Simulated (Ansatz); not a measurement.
Mo2C (space group Pbcn)

```xyz
12
Lattice="4.7050 0.0000 0.0000 0.0000 6.0100 0.0000 0.0000 0.0000 5.1764" Properties=species:S:1:pos:R:3 pbc="T T T"
Mo     1.1570     5.2735     0.4124
Mo     3.5480     0.7365     4.7640
Mo     1.1955     3.7414     3.0006
Mo     3.5094     2.2685     2.1758
Mo     3.5094     3.7414     4.7640
Mo     1.1955     2.2685     0.4124
Mo     3.5480     5.2735     2.1758
Mo     1.1570     0.7365     3.0006
C      2.3525     5.2719     3.8823
C      2.3525     0.7380     1.2941
C      0.0000     3.7430     1.2941
C      0.0000     2.2669     3.8823
```

The slice is a (0 -1 1) plane (indices of the conventional cell) through the point (0.754, 0.877, 0.420) (fractional), spanned by u = [100] and v = [011] in vectors of this cell: u (4.70 Å) and v (7.93 Å, at 90° to u). It covers one period; positions are fractions (u, v).

Level of theory: PBEsol (plane waves to 420 eV, PAW, scalar-relativistic; Ansatz, a first-principles code). k mesh 8×6×7. Inside the PAW spheres the values are not all-electron values, and peaks at nuclei hang on which shells count as valence. Mo2C is run without spin polarisation. Mo2C was relaxed with its symmetry unable to fall.

Task: Sketch the electrostatic potential energy of an electron, from the cell's mean on this plane as a map.

Result: 
```
|xxxxxx11666666667711xxxx|
|xxxx002244443355776600xx|
|0000xxxxxx22335588886622|
|55xxxxxxxxxx446688999977|
|22xxxxxxxx11557799997744|
|0000xxxxxx11003366774400|
|000000330000000000551100|
|0000222200xxxxxx00332200|
|0022442200xxxxxx00445522|
|444433xx0000xx0000667755|
|1111xxxxxx00000055887733|
|0000xxxxxx33446688884400|
|000000001100002266773300|
|0000333300xxxx0000554400|
|33445500xxxxxxxx00336644|
|66776600xxxxxxxxxx116666|
|0022552200xxxxxx00224411|
|xxxx004400000000003300xx|
|xxxxxx22664433445500xxxx|
|xxxxxx00777777776600xxxx|
```
Scale: ten equal steps from 8.00 (start of '0') to 16.07 (end of '9'), in the order '0123456789'. Values: electrostatic potential energy of an electron, from the cell's mean, in eV. The map has 12 points along u (two characters each, u = 0 at the left) and 20 along v (v = 0 in the bottom row). Points within 0.9 Å of a nucleus are blanked (x), as the pseudised field means little there. Values under 8 eV are set to 8. The zero, the cell's mean, hangs on the PAW cores.
